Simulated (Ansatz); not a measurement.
Problem. Name crystals whose computed values (the program Ansatz at the PBE level (PAW)) fall in these windows: B₀ by P(V) fit (GPa) 92 to 120; gap (eV) 1.3 to 1.6.

Solution. 

```
crystal         B₀ by P(V) fit (GPa)  gap (eV)
--------------  --------------------  --------
BeS, NiAs type                   108      1.44
```
Others may fit too.

Typed or built starts, not in the databases checked: BeS, NiAs type. The cell was relaxed under the symmetry of its start.

Potentials: the earlier of the program's two PAW sets.
